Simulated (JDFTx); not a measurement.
| Item | Result |
|---|---|
| surface | Si(111) |
| bulk | Si, Fd-3m, lattice of mp-149 (not re-optimised) |
| slab | 12 atoms in 6 planes, (2×1), 7.1 Å between the outermost planes |
| in-plane cell | 7.699 × 3.849 Å, 25.66 Å² |
| cell height | 26.1 Å |
| sampling | 3×6×1 k mesh, Fermi smearing 0.003 Ha, no spin polarisation |

Both faces carry F and Cl (1.00 monolayer in all).

All numbers are PBE, GBRV ultrasoft potentials, plane waves to 20/100 Ha results from JDFTx (a modified build), not measurements. Each face has two sites a cell, capped by F and F, F and Cl, or Cl and Cl, and relaxed in vacuum within the start's symmetry. The ionisation potential is minus the Kohn-Sham valence edge against vacuum. Liquid: CANDLE, water, 0.5 M NaCl; SHE by the 4.44 V convention. Both faces are alike, and the cell allows no reconstruction beyond its size. These are Kohn-Sham edges of the slab on its k mesh, not quasiparticle energies; surface states and confinement enter them.

| caps | ionisation potential (eV) | valence edge in liquid (V vs SHE) |
|---|---|---|
| all F | 6.63 | 2.03 |
| half F, half Cl | … | … |
| all Cl | 5.72 | 1.19 |

Problem. Predict the half-covered face from the two pure ones.

Solution. 
- half F, half Cl, ionisation potential (eV): 6.09
- half F, half Cl, valence edge in liquid (V vs SHE): 1.61

The half-covered face lies -0.08 eV from the mean of the two ionisation potentials, and its valence edge in the liquid 0.00 V from the mean.
